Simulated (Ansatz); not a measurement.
Here is the system:

Si:
```xyz
34
Lattice="0.0000 7.3119 7.3119 7.3119 0.0000 7.3119 7.3119 7.3119 0.0000" Properties=species:S:1:pos:R:3 pbc="T T T"
Si     7.3119     7.3119     7.3119
Si    10.9678    10.9678    10.9678
Si     5.7232     5.7232     5.7232
Si    12.5566     9.3791     9.3791
Si     8.9006     8.9006     5.7232
Si     9.3791    12.5566     9.3791
Si     5.7232     8.9006     8.9006
Si    12.5566    12.5566    12.5566
Si     8.9006     5.7232     8.9006
Si     9.3791     9.3791    12.5566
Si    11.0093     8.1672     8.1672
Si    10.1125     7.3533     4.5112
Si     3.6145     6.4566     8.1672
Si     4.5112     7.2705     4.5112
Si    11.0093     6.4566     6.4566
Si    10.1125     7.2705    10.1125
Si     3.6145     8.1672     6.4566
Si     4.5112     7.3533    10.1125
Si     8.1672    11.0093     8.1672
Si     4.5112    10.1125     7.3533
Si     8.1672     3.6145     6.4566
Si     4.5112     4.5112     7.2705
Si     6.4566    11.0093     6.4566
Si    10.1125    10.1125     7.2705
Si     6.4566     3.6145     8.1672
Si    10.1125     4.5112     7.3533
Si     8.1672     8.1672    11.0093
Si     7.3533     4.5112    10.1125
Si     6.4566     8.1672     3.6145
Si     7.2705     4.5112     4.5112
Si     6.4566     6.4566    11.0093
Si     7.2705    10.1125    10.1125
Si     8.1672     6.4566     3.6145
Si     7.3533    10.1125     4.5112
```

This is the PBEsol-relaxed structure.

All from the program Ansatz at the PBEsol level (PAW), unless another level is named. Predict the bulk modulus (Birch–Murnaghan fit).

65.6 GPa.

Give the elastic constants (relaxed ions, GPa).

C11 = 107, C12 = 45.3, C44 = 40.6.

Space group Fd-3m. The first step of the workflow began from a Materials Project structure, measured or hypothetical. Its sites differ from those of the usual phase in this space group: another stacking or structure type. Symmetry was held in the PBEsol relaxation; its stability against distortions is not shown here.

Potentials: the earlier of the program's two PAW sets. The files were generated under PBE; for other functionals the program regenerates the frozen cores, and for LDA and PBEsol the local potential too.
